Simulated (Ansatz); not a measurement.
HfO$_{2}$ (fluorite)

```
HfO2
1.0
    0.00000     5.05889     5.05889
    2.52945     0.00000     2.52945
    2.52945     2.52945     0.00000
Hf O
2 4
Cartesian
  0.00000   0.00000   0.00000
  2.52945   2.52945   5.05889
  1.26472   1.26472   1.26472
  1.26472   3.79417   3.79417
  3.79417   3.79417   3.79417
  3.79417   6.32361   6.32361
```

The atoms are displaced by Q × the pattern below (from a DFPT mode at L = (0.5, 0.0, 0.0), largest move 1; Q in Å), at fixed cell. (q is in reciprocal vectors of the primitive cell; the cell shown is doubled to hold the pattern.)

| atom | x | y | z |
|---|---|---|---|
| Hf1 | -0.577 | 0.577 | 0.577 |
| Hf2 | 0.577 | -0.577 | -0.577 |
| O3 | -0.344 | 0.344 | 0.344 |
| O4 | 0.344 | -0.344 | -0.344 |
| O5 | 0.344 | -0.344 | -0.344 |
| O6 | -0.344 | 0.344 | 0.344 |

Method: r2SCAN (plane waves to 500 eV, PAW, scalar-relativistic; Ansatz, a first-principles code). k mesh 11×11×11 (Γ-centred), Fermi-Dirac smearing 0.05 eV. HfO2 is run without spin polarisation. HfO2 was relaxed with its symmetry unable to fall. Spin-orbit coupling is left out, though Hf is heavy. The PAW data are Ansatz's earlier set. This is a high-temperature form of HfO2.

At one point of the scan the forces (eV/Å) are:

| atom | Fx | Fy | Fz |
|---|---|---|---|
| Hf1 | 0.485 | -0.485 | -0.485 |
| Hf2 | -0.485 | 0.485 | 0.485 |
| O3 | 0.055 | -0.055 | -0.055 |
| O4 | -0.001 | 0.001 | 0.001 |
| O5 | -0.055 | 0.055 | 0.055 |
| O6 | 0.001 | -0.001 | -0.001 |

### Question
Which point is it?
(A) Q = 0.033 Å
(B) Q = 0.083 Å
(C) Q = 0.050 Å
(D) Q = 0.100 Å

### Answer
A, Q = 0.033 Å

(For displaced atoms, the force is minus the slope of the energy, and its curvature is a force constant, which sets phonon frequencies.)
